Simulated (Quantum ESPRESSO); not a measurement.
# Si3AlO7F: input and log of a self-consistent run

Computed values, not a measurement. The program is pw.x of Quantum ESPRESSO 7.5 (plane-wave density functional theory). The cell is made up: 12 atoms on a rutile lattice, with randomly drawn elements, strain and displacements, not relaxed. PseudoDojo standard norm-conserving files (v0.5 for PBE, v0.4.1 for LDA and PBEsol) set the functional; there is no spin polarisation, spin-orbit coupling or dispersion term, and the masses in the input are unused placeholders.

Input:

```
&control calculation='scf', pseudo_dir='./dojo.nc.sr.pbe.v0_5.standard.upf', outdir='./o', disk_io='medium', tprnfor=.true., tstress=.true. /
&system ibrav=0, nat=12, ntyp=4, nbnd=38, ecutwfc=84.00895049, nosym=.true., tot_charge=0,
 occupations='smearing', smearing='fd', degauss=0.0018374661
/
&electrons conv_thr=7.350e-09, electron_maxstep=60, /
ATOMIC_SPECIES
Al 1.0 Al.upf
F 1.0 F.upf
O 1.0 O.upf
Si 1.0 Si.upf
CELL_PARAMETERS angstrom
4.2598 0.0 0.0
0.0 4.2598 0.0
0.0 0.0 5.4179
ATOMIC_POSITIONS angstrom
Si 0.0258 -0.0243 -0.0496
Si 2.1009 2.1857 1.309
Si -0.0257 -0.0294 2.6371
Al 2.2834 2.1681 4.057
O 1.1707 1.2723 -0.0114
O 2.977 2.9403 -0.0102
O 3.3181 0.8057 1.2618
O 0.8756 3.4053 1.346
O 1.3184 1.3448 2.666
F 2.9663 2.9754 2.7769
O 3.4256 0.819 4.1333
O 0.8087 3.4737 4.0305
K_POINTS automatic
5 5 4 1 1 1
```

The log is shortened where brackets say so; the opening notice, blank lines, dates and the lines on written files are dropped, and the path of the files is cut. It prints rydbergs, bohrs and kilobars, and counts compression as positive stress. With no partly filled state, the Fermi energy that it prints is only some level between the filled and the empty states on the mesh, and need not lie in the true gap.

```
     Program PWSCF v.7.5
     Parallel version (MPI & OpenMP), running on       1 processor cores
     Number of MPI processes:                 1
     Threads/MPI process:                     1
     [start-up lines left out]
     bravais-lattice index     =            0
     lattice parameter (alat)  =       8.0499  a.u.
     unit-cell volume          =     663.4466 (a.u.)^3
     number of atoms/cell      =           12
     number of atomic types    =            4
     number of electrons       =        64.00
     number of Kohn-Sham states=           38
     kinetic-energy cutoff     =      84.0090  Ry
     charge density cutoff     =     336.0358  Ry
     scf convergence threshold =      7.3E-09
     mixing beta               =       0.7000
     number of iterations used =            8  plain     mixing
     Exchange-correlation= PBE
                           (   1   4   3   4   0   0   0)
     [axes and pseudopotential details left out]
   Cartesian axes
     site n.     atom                  positions (alat units)
         1        Si     tau(   1) = (   0.0060566  -0.0057045  -0.0116437  )
         2        Si     tau(   2) = (   0.4931922   0.5130992   0.3072914  )
         3        Si     tau(   3) = (  -0.0060331  -0.0069017   0.6190666  )
         4        Al     tau(   4) = (   0.5360346   0.5089676   0.9523921  )
         5        O      tau(   5) = (   0.2748251   0.2986760  -0.0026762  )
         6        O      tau(   6) = (   0.6988591   0.6902437  -0.0023945  )
         7        O      tau(   7) = (   0.7789333   0.1891403   0.2962111  )
         8        O      tau(   8) = (   0.2055496   0.7994037   0.3159773  )
         9        O      tau(   9) = (   0.3094981   0.3156956   0.6258510  )
        10        F      tau(  10) = (   0.6963472   0.6984835   0.6518851  )
        11        O      tau(  11) = (   0.8041692   0.1922625   0.9703038  )
        12        O      tau(  12) = (   0.1898446   0.8154608   0.9461712  )
     number of k points=    50  Fermi-Dirac smearing, width (Ry)=  0.0018
                       cart. coord. in units 2pi/alat
        k(    1) = (   0.1000000   0.1000000   0.0982807), wk =   0.0400000
        k(    2) = (   0.1000000   0.1000000   0.2948421), wk =   0.0400000
     [further k points left out]
     Dense  grid:    69055 G-vectors     FFT dimensions: (  48,  48,  60)
     Estimated max dynamical RAM per process >      98.96 MB
     Initial potential from superposition of free atoms
     starting charge      63.9957, renormalised to      64.0000
     Starting wfcs are   48 randomized atomic wfcs
     total cpu time spent up to now is       13.7 secs
     per-process dynamical memory:    65.6 Mb
     Self-consistent Calculation
     iteration #  1     ecut=    84.01 Ry     beta= 0.70
     Davidson diagonalization with overlap
     ethr =  1.00E-02,  avg # of iterations =  2.6
     total cpu time spent up to now is       46.1 secs
     total energy              =    -310.68922445 Ry
     estimated scf accuracy    <       2.55746813 Ry
     iteration #  2     ecut=    84.01 Ry     beta= 0.70
     Davidson diagonalization with overlap
     ethr =  4.00E-03,  avg # of iterations =  2.7
     total cpu time spent up to now is       79.3 secs
     total energy              =    -311.42635136 Ry
     estimated scf accuracy    <       1.65202271 Ry
     iteration #  3     ecut=    84.01 Ry     beta= 0.70
     Davidson diagonalization with overlap
     ethr =  2.58E-03,  avg # of iterations =  2.0
     total cpu time spent up to now is      107.9 secs
     total energy              =    -311.73054484 Ry
     estimated scf accuracy    <       0.03885802 Ry
     iteration #  4     ecut=    84.01 Ry     beta= 0.70
     Davidson diagonalization with overlap
     ethr =  6.07E-05,  avg # of iterations =  9.5
     total cpu time spent up to now is      150.7 secs
     total energy              =    -311.74512668 Ry
     estimated scf accuracy    <       0.00582768 Ry
     iteration #  5     ecut=    84.01 Ry     beta= 0.70
     Davidson diagonalization with overlap
     ethr =  9.11E-06,  avg # of iterations =  4.7
     total cpu time spent up to now is      185.7 secs
     total energy              =    -311.74565554 Ry
     estimated scf accuracy    <       0.00140678 Ry
     iteration #  6     ecut=    84.01 Ry     beta= 0.70
     Davidson diagonalization with overlap
     ethr =  2.20E-06,  avg # of iterations =  2.9
     total cpu time spent up to now is      215.7 secs
     total energy              =    -311.74565582 Ry
     estimated scf accuracy    <       0.00028530 Ry
     iteration #  7     ecut=    84.01 Ry     beta= 0.70
     Davidson diagonalization with overlap
     ethr =  4.46E-07,  avg # of iterations =  2.0
     total cpu time spent up to now is      243.6 secs
     total energy              =    -311.74572443 Ry
     estimated scf accuracy    <       0.00000601 Ry
     iteration #  8     ecut=    84.01 Ry     beta= 0.70
     Davidson diagonalization with overlap
     ethr =  9.39E-09,  avg # of iterations =  3.1
     total cpu time spent up to now is      274.9 secs
     total energy              =    -311.74572644 Ry
     estimated scf accuracy    <       0.00000303 Ry
     iteration #  9     ecut=    84.01 Ry     beta= 0.70
     Davidson diagonalization with overlap
     ethr =  4.74E-09,  avg # of iterations =  2.0
     total cpu time spent up to now is      294.3 secs
     total energy              =    -311.74572651 Ry
     estimated scf accuracy    <       0.00000061 Ry
     iteration # 10     ecut=    84.01 Ry     beta= 0.70
     Davidson diagonalization with overlap
     ethr =  9.56E-10,  avg # of iterations =  2.0
     total cpu time spent up to now is      318.7 secs
     total energy              =    -311.74572663 Ry
     estimated scf accuracy    <       0.00000002 Ry
     iteration # 11     ecut=    84.01 Ry     beta= 0.70
     Davidson diagonalization with overlap
     ethr =  3.72E-11,  avg # of iterations =  3.1
     total cpu time spent up to now is      345.9 secs
     End of self-consistent calculation
          k = 0.1000 0.1000 0.0983 (  8617 PWs)   bands (ev):
   -18.6782 -11.6689  -9.9338  -9.3012  -9.0732  -8.0800  -7.8961  -7.3824
    -2.3652  -1.1975   0.0926   0.7037   1.2843   2.4941   2.9490   3.1568
     3.6800   4.1923   4.5810   4.8463   5.0772   5.6572   5.8092   6.1463
     6.5924   6.7924   7.3069   8.0609   8.3215   8.4699   8.5159   9.9278
    13.8717  15.7212  17.4182  17.8117  18.3611  19.2198
     [levels at the other k points left out]
     the Fermi energy is    12.5910 ev
!    total energy              =    -311.74572663 Ry
     estimated scf accuracy    <          4.8E-09 Ry
     smearing contrib. (-TS)   =       0.00000000 Ry
     internal energy E=F+TS    =    -311.74572663 Ry
     The total energy is F=E-TS. E is the sum of the following terms:
     one-electron contribution =     -46.05856359 Ry
     hartree contribution      =      71.26766530 Ry
     xc contribution           =     -82.87340753 Ry
     ewald contribution        =    -254.08142082 Ry
     convergence has been achieved in  11 iterations
     Forces acting on atoms (cartesian axes, Ry/au):
     atom    1 type  4   force =     0.00934791    0.06190027   -0.02626274
     atom    2 type  4   force =    -0.11874048   -0.18722380   -0.12163216
     atom    3 type  4   force =     0.13623708    0.17690209    0.08761325
     atom    4 type  1   force =    -0.21728132   -0.15238201    0.09905945
     atom    5 type  3   force =     0.07717514    0.05802860    0.05104249
     atom    6 type  3   force =     0.04209089    0.05792518    0.12860333
     atom    7 type  3   force =     0.06305208   -0.05113074    0.10540582
     atom    8 type  3   force =    -0.06783211    0.04762593    0.02730270
     atom    9 type  3   force =     0.00478799    0.00852811   -0.04120316
     atom   10 type  2   force =     0.06078001    0.05955193   -0.13197758
     atom   11 type  3   force =     0.02154088   -0.06218635   -0.12478320
     atom   12 type  3   force =    -0.01115807   -0.01753922   -0.05316819
     Total force =     0.561118     Total SCF correction =     0.000125
     Computing stress (Cartesian axis) and pressure
          total   stress  (Ry/bohr**3)                   (kbar)     P=       75.21
   0.00023467   0.00013913   0.00006293           34.52       20.47        9.26
   0.00013913   0.00052869   0.00008307           20.47       77.77       12.22
   0.00006293   0.00008307   0.00077046            9.26       12.22      113.34
     init_run     :     12.70s CPU     13.64s WALL (       1 calls)
     electrons    :    314.55s CPU    332.21s WALL (       1 calls)
     forces       :      4.34s CPU      4.40s WALL (       1 calls)
     stress       :     21.10s CPU     21.18s WALL (       1 calls)
     [timing details left out]
     PWSCF        :   5m52.96s CPU   6m12.19s WALL
     JOB DONE.
```

In other units: free energy -4241.517 eV for the cell, pressure 7.52 GPa, largest force component 5.587 eV/Å. A rerun of this cell at a cutoff of 1437 eV and k mesh 7 x 7 x 6 moved values by no more than 0.003 eV in energy, 0.04 GPa in stress and 0.002 eV/Å in force.